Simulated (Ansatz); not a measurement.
LuPb2: reading a single point

```
Lu Pb
1.0
    -1.84835    1.84835    6.54337
     1.84835   -1.84835    6.54337
     1.84835    1.84835   -6.54337
Lu Pb
1 2
Direct
  0.00000 0.00000 0.00000
  0.33300 0.33300 0.00000
  0.66700 0.66700 0.00000
```

Level: LDA, no spin polarisation; 420 eV; 13×13×13 Γ-centred mesh; fermi-dirac occupations (width 0.0511 eV); Ansatz 0.2.0, fixed geometry.

**Charges.** Bader charges in e: Lu +0.96, Pb -0.48. In the mean Lu gives up most and Pb takes most.
**Electronic structure.** It is a metal, with about 2.2 states/eV a cell as the mean within 0.25 eV of the Fermi level, mostly Lu d (49 %) and Pb p (41 %).
**Stress.** The pressure is -5.2 GPa (compression positive), so with the atoms held at these fractions the cell would first shrink. The principal stresses -6.0, -4.8, -4.8 GPa differ, so its shape would change too.
**Forces.** The largest is on Pb2 (and as large on other atoms): 0.38 eV/Å, components (0.00, 0.00, 0.38). It makes 130° with the line to a nearest neighbour, Pb3 at 3.40 Å.
**Contacts.** Pb–Pb at 3.40 Å: least valence density 0.14 e/Å³ and ELF 0.23 there. Lu–Pb at 3.41 Å: least valence density 0.13 e/Å³ and ELF 0.18 there. Lu–Lu at 3.70 Å: least valence density 0.10 e/Å³ and ELF 0.33 there. Both are smooth PAW fields, read partly inside the augmentation spheres.

Origin: a database entry at a rescaled volume.
